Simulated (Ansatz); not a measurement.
Input and command of a plane-wave DFT calculation in Ansatz:

```yaml
crystal:
  lattice:
    - [-2.2203349016, 2.2203349016, 4.0135060846]
    - [2.2203349016, -2.2203349016, 4.0135060846]
    - [2.2203349016, 2.2203349016, -4.0135060846]
  atoms:
    - { symbol: B, position: [0.0, 0.0, 0.0] }
    - { symbol: B, position: [0.75, 0.25, 0.5] }
    - { symbol: P, position: [0.375, 0.4093875128, 0.5343875128] }
    - { symbol: P, position: [0.5906124872, 0.125, 0.9656124872] }
    - { symbol: P, position: [0.875, 0.8406124872, 0.4656124872] }
    - { symbol: P, position: [0.1593875128, 0.625, 0.0343875128] }
basis:
  ecutwfc: 420
kpoints:
  mp_grid: { grid: [12, 12, 12] }
hamiltonian:
  xc: pbe
scf:
  occupations: { method: gaussian, width: 0.1 }
output:
  forces: true
  stress: true
  eigenvalues: true
relax:
  adjacent_minimum: "off"
  f_tol: 0.01
  max_steps: 80
  cell: { stress_tol: 0.05 }
```

```bash
ansatz run input.yaml --threads 1 --pin off --max-ram 2560MiB --backend cpu --events-out ev --progress --plain --runs-dir out
```

Processor: Arm Neoverse V2, 1 thread, on a host shared with other jobs.

Question: How long does it run, and how much memory does it take?

Answer: About 94 s on 1 thread of Arm Neoverse V2 (shared host), peak memory 0.49 GiB. It solves 19 bands at 163 k points (the mesh reduced by the symmetry that the task leaves, which can be less than the crystal's) with about 1581 plane waves (on the last cell), in 18 SCF iterations over 4 ionic steps.
